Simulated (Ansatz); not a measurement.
BAs:
Space group P-6m2 (No. 187); a = 3.1961 Å, b = 3.1961 Å, c = 2.8972 Å, α = 90.00°, β = 90.00°, γ = 120.00°

```json
[
 {"atom": "B", "site": "1a", "symmetry": "-6m2", "x": "0.0000", "y": "0.0000", "z": "0.0000"},
 {"atom": "As", "site": "1f", "symmetry": "-6m2", "x": "0.6667", "y": "0.3333", "z": "0.5000"}
]
```

This is the PBE-relaxed structure.

All from PBE (plane waves, PAW; program Ansatz), unless another level is named. Predict the electronic character.

metallic (no gap).

Next, the density of states at the Fermi level?

0.36 states/eV per atom (mean over ±0.08 eV).

Next, the formation energy from the elements (no fitted shifts)?

1.09 eV/atom.

The cell is a constructed one: a structure type filled with these elements; neither database checked (COD, Materials Project) lists it. It is not the phase usual at ambient conditions (space group No. 216). The cell was relaxed with PBE under the symmetry of its start; its stability against distortions is not shown here. The references are the lowest solids computed at this level, not always the standard phases. Spin–orbit coupling is left out wherever it is not named.

Potentials: the later of the program's two PAW sets.
